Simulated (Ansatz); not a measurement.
The calculation used Ansatz, DFT PBE, scalar-relativistic, plane waves, PAW. All cells share a 420 eV cutoff and Γ-centred k meshes spaced at most about 0.3 Å⁻¹ (about 0.25 or finer for metals, 2π included). No spin polarisation in the final relaxations.

All energies are static (0 K, no zero-point motion).

Two forms of GeB₂C₃ were relaxed alike.

1.

```xyz
6
Lattice="2.5249 1.4578 4.3260 -2.5249 1.4578 4.3260 0.0000 -2.9155 4.3260" Properties=species:S:1:pos:R:3 pbc="T T T"
Ge    0.0000    0.0000    0.0000
B     0.0000    0.0000   10.4868
B     0.0000    0.0000    2.4913
C    -1.2624    0.7289    2.1630
C     1.2624    0.7289    2.1630
C     0.0000   -1.4578    2.1630
```

2.

```xyz
6
Lattice="2.7452 0.0000 0.0000 -1.3726 2.3774 0.0000 0.0000 0.0000 8.5488" Properties=species:S:1:pos:R:3 pbc="T T T"
Ge    0.0000    0.0000    4.2744
B     0.0000    1.5849    6.8375
B     1.3726    0.7925    1.7113
C     0.0000    1.5849    1.7574
C     1.3726    0.7925    6.7915
C     0.0000    0.0000    0.0000
```

Problem. Which would you expect to be lower, and how large is the difference?

Solution. Cell 2 is lower, by 39 meV/atom. Cell 1 has space group R-3m (No. 166), 15.9 Å³/atom and no gap on its mesh; cell 2 has space group P-3m1 (No. 164), 9.3 Å³/atom and no gap. The shortest distance is 1.49 Å (B–C) in cell 1 and 1.59 Å (B–C) in cell 2. Even the lower one lies +1.29 eV/atom against the reference forms of the elements (uncorrected), so neither is stable at this level. In cell 1, Ge has 2 B at 2.49 Å and 6 C at 2.61 Å; around B lie 3 C at 1.49 Å and 1 Ge at 2.49 Å; C has 2 B at 1.49 Å, 4 C at 2.52 Å and 2 Ge at 2.61 Å. In cell 2, Ge has 6 Ge at 2.75 Å, 6 C at 2.97 Å and 6 B at 3.01 Å; B is surrounded by 3 C at 1.59 Å, 3 C at 2.33 Å, 6 B at 2.75 Å and 3 Ge at 3.01 Å; around C on a site of symmetry 3m lie 3 B at 1.59 Å, 3 C at 2.37 Å, 6 C at 2.75 Å and 3 Ge at 2.97 Å; 1 more site not described. Both come from invented guesses.

No dispersion correction is applied, so the spacing and binding between layers, chains or molecules are poorly described (P-3m1), and this can change margins and order among such cells. Cells relaxed within their symmetry can be saddle points.
